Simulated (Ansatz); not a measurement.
The relaxed structure here is a generated cell of Nb: the first start was made by placing the elements on the sites of a structure type, and the end was not matched to a known phase here, so it may be hypothetical. Known forms of Nb include space group No. 229.

The end point of a relaxation of Nb. Space group R-3m (No. 166), AFLOW prototype A_hR3_166_ac (C19, as in Sm). The numbers are results of r2SCAN (plane waves to 500 eV, PAW, scalar-relativistic; Ansatz, a quantum-chemistry and plane-wave program), not measurements.

```cif
data_Nb9
_chemical_formula_sum 'Nb9'
_space_group_name_H-M_alt 'R-3m :H'
_space_group_IT_number 166
_space_group_name_Hall '-R 3 2"'
_cell_length_a 2.85850
_cell_length_b 2.85850
_cell_length_c 23.62635
_cell_angle_alpha 90.000
_cell_angle_beta 90.000
_cell_angle_gamma 120.000
loop_
_atom_site_label
_atom_site_type_symbol
_atom_site_symmetry_multiplicity
_atom_site_Wyckoff_symbol
_atom_site_fract_x
_atom_site_fract_y
_atom_site_fract_z
_atom_site_occupancy
Nb1 Nb 3 a 0.00000 0.00000 0.00000 1
Nb2 Nb 6 c 0.00000 0.00000 0.22228 1
```
(The calculation used a cell of 3 atoms; values per cell refer to that cell.)

```yaml
volume_per_atom: 18.58 Å³
band_gap: no gap (metallic)
shortest_distances: Nb–Nb 2.86 Å
k-mesh: 19×19×19
```

No spin polarisation in the result.

The run could not lose the symmetry of its start, so the end can be a saddle point.
